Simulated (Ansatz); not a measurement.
Starting cell, Pt (fcc, Cu type):

```xyz
4
Lattice="3.9701 0.0000 0.0000 0.0000 3.9701 0.0000 0.0000 0.0000 3.9701" Properties=species:S:1:pos:R:3 pbc="T T T"
Pt     0.0000     0.0000     0.0000
Pt     1.9850     1.9850     0.0000
Pt     1.9850     0.0000     1.9850
Pt     0.0000     1.9850     1.9850
```

In this cell atom 4 (Pt, nearest neighbour Pt at 2.807 Å; its periodic images, 4.0 Å or more away, move with it) is moved by s along Cartesian z, unit vector (0.000, 0.000, 1.000); all other atoms and the cell stay fixed.

These are PBE (plane waves to 420 eV, PAW, scalar-relativistic; Ansatz, a program for electronic structure) values and carry that method's errors. k mesh 10×10×10 (Γ-centred), Fermi-Dirac smearing 0.05 eV. Energies are smeared free energies. With partly filled bands, energies and forces of such displacements shift with the k mesh and the smearing. Pt is run without spin polarisation. Pt was relaxed with its symmetry unable to fall. Spin-orbit coupling is left out, though Pt is heavy. The PAW data are Ansatz's earlier set. The zero of ΔE is the undisplaced structure. The last digit holds for this mesh only.

```json
[
 {"s (Å)": "-0.840", "ΔE (meV/cell)": "withheld"},
 {"s (Å)": "-0.672", "ΔE (meV/cell)": "2770.9"},
 {"s (Å)": "-0.504", "ΔE (meV/cell)": "1507.2"},
 {"s (Å)": "-0.336", "ΔE (meV/cell)": "648.3"},
 {"s (Å)": "-0.168", "ΔE (meV/cell)": "159.2"},
 {"s (Å)": "0.000", "ΔE (meV/cell)": "0.0"},
 {"s (Å)": "0.168", "ΔE (meV/cell)": "159.2"},
 {"s (Å)": "0.336", "ΔE (meV/cell)": "648.3"},
 {"s (Å)": "0.504", "ΔE (meV/cell)": "1507.2"},
 {"s (Å)": "0.672", "ΔE (meV/cell)": "2770.9"},
 {"s (Å)": "0.840", "ΔE (meV/cell)": "withheld"}
]
```

Task: Fit an even polynomial form (powers 2, 4, 6) to the given rows and predict ΔE at s = 0.840.

Result: Least squares on the 9 given rows: ΔE = (5570)·s² + (1656)·s⁴ + (-892.1)·s⁶, in meV/cell with s in Å; root-mean-square residual 0.37 meV/cell. At 0.840 the fit gives 4441.3 meV/cell; the calculation gives 4462.8 meV/cell, so the extrapolation is off by -21.5 (-0.5 %). The quadratic term alone would give 3930.2 meV/cell.

(For displaced atoms, the force is minus the slope of the energy, and its curvature is a force constant, which sets phonon frequencies.)
